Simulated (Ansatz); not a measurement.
WC (WC type) under strong compression

```
W C
1.0
     2.92236    0.00000    0.00000
    -1.46118    2.53084    0.00000
     0.00000    0.00000    2.84629
W C
1 1
Direct
  0.00000 0.00000 0.00000
  0.33333 0.66667 0.50000
```

The cell comes from a relaxation on PAW files under the same functional, begun from a prototype that needn't be the stable phase.

Its volume is scaled, and at each volume shape and atoms are relaxed on PAW files; all methods then take that cell.

Level of theory: DFT with PBE, scalar-relativistic, in Ansatz 0.2.0; a Γ-centred 17×17×15 k mesh, Fermi–Dirac smearing of 0.1 eV, no spin polarisation. LAPW: all electrons, basis error target 1 meV/atom; PAW: frozen-core files, cutoff 420 eV; crystal datasets: all electrons, by PAW datasets that the program makes for each cell; norm-conserving: pseudopotentials, cutoff 1116 eV; PAW (cutoff 300 eV): frozen-core files, cutoff 300 eV.

Energies are extrapolated to zero smearing and count from the unscaled cell; pressure is positive in compression; gaps take the mesh and a band path. No temperature or zero-point motion is included.

Spin–orbit coupling is left out, which matters for the heavy atoms.

```tsv
V/V0	V (Å³/atom)	P LAPW (GPa)	ΔE LAPW (eV/atom)	P PAW − LAPW (GPa)	ΔE PAW − LAPW (meV/atom)	space group	shortest distance (Å)
1.00	10.53	0.11	0.000	-0.11	0.0	P-6m2	2.207
0.94	9.89	27.0	0.050	-0.01	-0.3	P-6m2	2.163
0.88	9.26	63.9	0.226	0.16	0.0	P-6m2	2.117
0.80	8.42	135.5	0.736	0.55	1.8	P-6m2	2.052
0.72	7.58	246.2	1.717	1.31	6.5	P-6m2	1.983
0.64	6.74	422.0	3.436	2.81	16.9	P-6m2	1.908
0.55	5.79	?	6.825	5.91	41.7	P-6m2	1.816
```

Q: Fill in "P LAPW (GPa)" for the row "0.55".

A: 756.6.

Q: Fit the Vinet equation to the LAPW pressures over the whole range, with residuals weighted by 1/(|P| + 0.03·Pmax).

A: V0 = 10.53 Å³/atom, B0 = 379 GPa and B0′ = 4.33, and the fit misses no point by more than 1.4 GPa. A fit over so wide a range pins B0 less well than one near rest.

Q: At the smallest volume, how far do crystal datasets and norm-conserving and PAW (cutoff 300 eV) lie from LAPW in pressure?

A: crystal datasets: 0.00 GPa; norm-conserving: +7.63 GPa; PAW (cutoff 300 eV): +7.43 GPa, on a LAPW pressure of 756.6 GPa.

Q: How do the Löwdin populations by LAPW change from the unscaled cell to the last row?

A: W 5s 1.95 → 1.87, W 6s 0.56 → 0.46, W 5p 5.99 → 5.94, W 5d 4.70 → 5.24, C 2s 1.29 → 1.03 electrons an atom. These are projections on the shells that the free atoms fill; 0.08 e a cell lies outside them at the start and 0.06 e at the end.
